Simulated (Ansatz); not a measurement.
Polymorphs of MoP, each relaxed with PBE (plane waves, PAW; program Ansatz):

A: CsCl type (Pm-3m)
a = 3.0028 Å, b = 3.0028 Å, c = 3.0028 Å, α = 90.00°, β = 90.00°, γ = 90.00°

```json
[
 {"atom": "Mo", "site": "1a", "symmetry": "m-3m", "x": "0.0000", "y": "0.0000", "z": "0.0000"},
 {"atom": "P", "site": "1b", "symmetry": "m-3m", "x": "0.5000", "y": "0.5000", "z": "0.5000"}
]
```

B: P-6m2
a = 3.241 Å, b = 3.241 Å, c = 3.194 Å, α = 90.00°, β = 90.00°, γ = 120.00°

```json
[
 {"atom": "Mo", "site": "1a", "symmetry": "-6m2", "x": "0.0000", "y": "0.0000", "z": "0.0000"},
 {"atom": "P", "site": "1d", "symmetry": "-6m2", "x": "0.3333", "y": "0.6667", "z": "0.5000"}
]
```

### Question
Order them by energy per atom at 0 K (lowest first) at the level PBE.

### Answer
B (+0 meV/atom), A (+313 meV/atom)

Constructed cells (a structure type filled with these elements, in neither database checked): A. All cells were relaxed under the symmetry of their starts (and spin orders); stability against distortions was not tested throughout. Rows with no word on spin ran without spin polarisation. Spin–orbit coupling is left out wherever it is not named.

Energies hold the estimated change up to a 700 eV cutoff; steps of a few meV lie near the error of the meshes.

Potentials: the earlier of the program's two PAW sets.
